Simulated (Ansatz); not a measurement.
Sc2Al:
```cif
data_Al2Sc4
_chemical_formula_sum 'Sc4 Al2'
_space_group_name_H-M_alt 'P63/mmc'
_space_group_IT_number 194
_space_group_name_Hall '-P 6c 2c'
_cell_length_a 4.85013
_cell_length_b 4.85013
_cell_length_c 6.08775
_cell_angle_alpha 90.000
_cell_angle_beta 90.000
_cell_angle_gamma 120.000
loop_
_atom_site_label
_atom_site_type_symbol
_atom_site_symmetry_multiplicity
_atom_site_Wyckoff_symbol
_atom_site_fract_x
_atom_site_fract_y
_atom_site_fract_z
_atom_site_occupancy
Sc1 Sc 2 a 0.00000 0.00000 0.00000 1
Sc2 Sc 2 d 0.66667 0.33333 0.25000 1
Al1 Al 2 c 0.33333 0.66667 0.25000 1
```

Relaxed at zero pressure with DFT-PBEsol in the program Ansatz with PAW potentials.

**Question.** The volume is lowered by 9 % and shape and atoms relax at that volume. What pressure results, and how do the axes share the change?

**Answer.** 8.2 GPa; a -2.8 %, b -2.8 %, c -3.6 %; the energy rises by 44 meV/atom.

**Question.** Give the new structure.

**Answer.** 
Space group P6₃/mmc (No. 194); a = 4.7125 Å, b = 4.7125 Å, c = 5.8683 Å, α = 90.00°, β = 90.00°, γ = 120.00°

```json
[
 {"atom": "Sc", "site": "2a", "symmetry": "-3m.", "x": "0.0000", "y": "0.0000", "z": "0.0000"},
 {"atom": "Sc", "site": "2d", "symmetry": "-6m2", "x": "0.6667", "y": "0.3333", "z": "0.2500"},
 {"atom": "Al", "site": "2c", "symmetry": "-6m2", "x": "0.3333", "y": "0.6667", "z": "0.2500"}
]
```

The phase is kept; no other phase was compared at this pressure.

Space group P6_3/mmc. The first step of the workflow began from a Materials Project structure, measured or hypothetical; the Crystallography Open Database copy checked does not list it. Whether it is the stable phase at ambient conditions was not checked. The cell was relaxed with PBEsol under the symmetry of its start; its stability against distortions is not shown here. No spin polarisation was allowed. Axis ratios of metals converge slowly with the k-mesh, so a and c are less sure than the volume.

Potentials: the later of the program's two PAW sets.
